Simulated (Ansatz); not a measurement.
The cell comes from COD entry 1537320, which wasn't checked; take it as a given geometry.

An input for NbAs: DFT, LDA, all-electron LAPW, scalar-relativistic (Ansatz 0.2.0).

Command: `ansatz run input.yaml --threads 1 --pin off --max-ram 4096MiB --backend cpu --events-out ev --progress --plain --runs-dir out` The run took 13 min on 1 thread of Intel(R) Xeon(R) Platinum 8259CL CPU @ 2.50GHz (Skylake/Cascade Lake), with other jobs on the host, peak memory 2.3 GiB.

```yaml
crystal:
  lattice:
    - [-1.72585, 1.72585, 5.84]
    - [1.72585, -1.72585, 5.84]
    - [1.72585, 1.72585, -5.84]
  atoms:
    - { symbol: Nb, position: [0.75, 0.75, 0.0] }
    - { symbol: Nb, position: [0.5, 0.0, 0.5] }
    - { symbol: As, position: [0.166, 0.166, 0.0] }
    - { symbol: As, position: [0.916, 0.416, 0.5] }
kpoints:
  mp_grid: { grid: [15, 15, 15] }
  band_path:
    path:
      - [0.0, 0.0, 0.0]
      - [0.0, 0.0, 0.5]
      - [0.25, 0.25, 0.25]
      - [0.0, 0.5, 0.0]
      - [0.0, 0.0, 0.0]
      - [0.5, 0.5, -0.5]
      - [0.2718333516, 0.7281666484, -0.2718333516]
      - [-0.2718333516, 0.2718333516, 0.2718333516]
      - [0.0, 0.0, 0.0]
    npoints: 14
scf:
  occupations: { method: fermi_dirac, width: 0.08 }
hamiltonian:
  xc: lda
  pseudopotentials: { kind: all_electron, lapw: { basis_error: 0.0005 } }
output:
  forces: true
  stress: true
  eigenvalues: true
  populations: true
  dos: { projected: true, de: 0.2, e_range: [-14, 8] }
```

Set-up and iterations as logged by Ansatz (the results part is left out, to be predicted):

```
Nb: projections on atomic orbitals take those of the free atom 1s2 2s2 2p6 3s2 3p6 3d10 4s2 4p6 4d4 5s1, of charge +0.00 (hamiltonian.pseudopotentials.projection_atoms)
As: projections on atomic orbitals take those of the free atom 1s2 2s2 2p6 3s2 3p6 3d10 4s2 4p3, of charge +0.00 (hamiltonian.pseudopotentials.projection_atoms)
LAPW: plane waves up to 8.691 Å⁻¹, error target 5.0e-4 eV per atom; small_component_spin mean_spin; As in spheres of 1.298 Å, 23 of its electrons in bands, Dirac shells []; Nb in spheres of 1.298 Å, 31 of its electrons in bands, Dirac shells []
Engine: ansatz 0.2.0
Pseudopotentials: kind: all_electron
Pseudopotential: Nb, LAPW, valence charge 31, Koelling and Harmon's equation, gaussian nucleus
Pseudopotential: As, LAPW, valence charge 23, Koelling and Harmon's equation, gaussian nucleus
Functional definition: SPW92
  exchange = slater_x
  correlation = pw_c
Crystal: 4 atoms, lattice volume = 69.579 Å³
Basis set: ecut = 287.75617256868264 eV, 765 PW (Γ), FFT grids on a1+a3, a2+a3, a3, exchange–correlation at level 2
Bands: 65, of which v1, the nominal top of the filled ones, is band 54 counted from 1 (53 counted from 0)
Symmetry: 8 space group operations
Space group: I41md (ITA 109), of the structure as read, at distance tolerance 4.1e-5 Å
k-points: 288 of 3375 (time reversal used)
Non-local potential: Nb, projectors of the file, none
Non-local potential: As, projectors of the file, none
Initial density: superposition of atomic densities (chi_scale 0.1, normalization cell, long waves kept (reshape's long-wave potential 0.00 eV rms))
Initial wavefunctions: plane waves of lowest kinetic energy (no species holds an atomic orbital)
Functional: x = slater, c = lda
iter 1 solved again at ethr=3.72e-3 eV; its pass at ethr=1.00e-1 eV (dr2=4.02e0 eV) is discarded
SCF iter   1: F=—  HF=-330560.454771 eV  |F-HF|=—  |Δ(HF+E_count)|=         —  Δρ=6.09e-2  dr2=4.02e0  ethr=3.72e-3  ⟨swp⟩=2.0  Hψ=112897  notcnv=0
SCF iter   2: F=—  HF=-330558.615005 eV  |F-HF|=—  |Δ(HF+E_count)|=    1.84e0  Δρ=2.11e-2  dr2=4.23e-1  ethr=3.72e-3  ⟨swp⟩=2.0  Hψ=55767  notcnv=0
SCF iter   3: F=—  HF=-330558.567315 eV  |F-HF|=—  |Δ(HF+E_count)|=         —  Δρ=1.58e-2  dr2=2.67e-1  ethr=3.91e-4  ⟨swp⟩=2.0  Hψ=56041  notcnv=0
the basis was enlarged: its passes take 146.8 KiB over the memory plan, 1 of 1 planned eigensolver slots
iter 4 solved again at ethr=6.01e-6 eV; its pass at ethr=2.47e-4 eV (dr2=6.50e-3 eV) is discarded
SCF iter   4: F=—  HF=-330558.541661 eV  |F-HF|=—  |Δ(HF+E_count)|=   2.57e-2  Δρ=3.22e-3  dr2=6.49e-3  ethr=6.01e-6  ⟨swp⟩=2.0  Hψ=93466  notcnv=0
SCF iter   5: F=—  HF=-330558.536094 eV  |F-HF|=—  |Δ(HF+E_count)|=   5.57e-3  Δρ=1.48e-3  dr2=1.67e-3  ethr=6.01e-6  ⟨swp⟩=2.0  Hψ=56046  notcnv=0
SCF iter   6: F=—  HF=-330558.533655 eV  |F-HF|=—  |Δ(HF+E_count)|=   2.44e-3  Δρ=7.88e-4  dr2=4.12e-4  ethr=1.54e-6  ⟨swp⟩=2.0  Hψ=56045  notcnv=0
SCF iter   7: F=—  HF=-330558.533607 eV  |F-HF|=—  |Δ(HF+E_count)|=   4.81e-5  Δρ=2.62e-4  dr2=4.06e-5  ethr=3.82e-7  ⟨swp⟩=2.0  Hψ=56045  notcnv=0
SCF iter   8: F=—  HF=-330558.533609 eV  |F-HF|=—  |Δ(HF+E_count)|=   1.16e-6  Δρ=6.00e-5  dr2=4.68e-6  ethr=3.76e-8  ⟨swp⟩=2.0  Hψ=56045  notcnv=0
SCF iter   9: F=—  HF=-330558.533607 eV  |F-HF|=—  |Δ(HF+E_count)|=   1.57e-6  Δρ=2.07e-5  dr2=3.80e-7  ethr=4.33e-9  ⟨swp⟩=2.0  Hψ=56045  notcnv=0
SCF iter  10: F=-330558.533607 eV  HF=-330558.533607 eV  |F-HF|=7.61e-8  |Δ(HF+E_count)|=   8.74e-8  Δρ=6.42e-6  dr2=6.15e-8  ethr=3.52e-10  ⟨swp⟩=2.0  Hψ=56045  notcnv=0
```

What pressure will this run report?

-5.54 GPa (positive in compression).

How large will the largest force be?

0.272 eV/Å.

Is there a band gap?

None at this level of theory (metallic, semimetallic, or a small gap that the functional closes).
